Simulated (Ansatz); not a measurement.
The calculation used DFT PBE, scalar-relativistic, plane waves, PAW (Ansatz 0.2.0). The final run on the 12-atom cell used 420 eV, a Γ-centred 14×14×4 mesh, 0.10 eV smearing and collinear spin.

Energies over the elements count from the elements' standard structures at the same level (N₂ as a molecule), with no fitted energy shifts.

Question: Find a candidate tetragonal metal with formula Al₅VN₆, with a formation energy near −1.11 eV/atom and about 9 Å³ per atom, in a cell of 12 atoms. Its symmetry should be P4/mmm (No. 123).

Answer: Al₅VN₆, space group P4/mmm (No. 123). Al on a site of symmetry 4mm has 6 N at 2.03–2.12 Å, 8 Al at 2.87–2.89 Å and 4 V at 2.93 Å; Al on a second site of symmetry 4mm is surrounded by 6 N at 2.03–2.04 Å; V is surrounded by 6 N at 2.03–2.14 Å, 4 V at 2.87 Å and 8 Al at 2.93 Å; around N on a site of symmetry 4mm lie 6 Al at 2.03–2.06 Å; 4 more sites not described.

```cif
data_structure
_symmetry_space_group_name_H-M 'P 1'
_symmetry_Int_Tables_number 1
_cell_length_a 2.8661
_cell_length_b 2.8661
_cell_length_c 12.4389
_cell_angle_alpha 90.000
_cell_angle_beta 90.000
_cell_angle_gamma 90.000
_cell_volume 102.18
loop_
_atom_site_label
_atom_site_type_symbol
_atom_site_fract_x
_atom_site_fract_y
_atom_site_fract_z
_atom_site_occupancy
Al1 Al 0.00000 0.00000 0.67009 1
Al2 Al 0.50000 0.50000 0.83590 1
Al3 Al 0.00000 0.00000 0.00000 1
Al4 Al 0.50000 0.50000 0.16410 1
Al5 Al 0.00000 0.00000 0.32991 1
V1 V 0.50000 0.50000 0.50000 1
N1 N 0.00000 0.00000 0.83564 1
N2 N 0.50000 0.50000 0.00000 1
N3 N 0.00000 0.00000 0.16436 1
N4 N 0.50000 0.50000 0.32786 1
N5 N 0.00000 0.00000 0.50000 1
N6 N 0.50000 0.50000 0.67214 1
```

| Item | Value |
| --- | --- |
| Volume per atom | 8.52 Å³ |
| Density | 4.39 g/cm³ |
| Energy over the elements | −1.11 eV/atom |
| Gap on the 14×14×4 mesh of the 12-atom cell | 0 eV (a metal) |
| Net moment per atom | 0.00 μB |
| Moment by site | all under 0.1 μB |

It was reached by relaxing an invented guess, and it needn't be the stable form of this composition. Other answers may fit too; this one was computed.

A structure relaxed within its symmetry needn't be a true minimum. Another cell of Al5VN6 relaxed alike but without spin, in P-3m1, lies 26 meV/atom lower, so this cell isn't the stable form at this level. Site moments count only spheres around the atoms; the net moment includes the space between them.
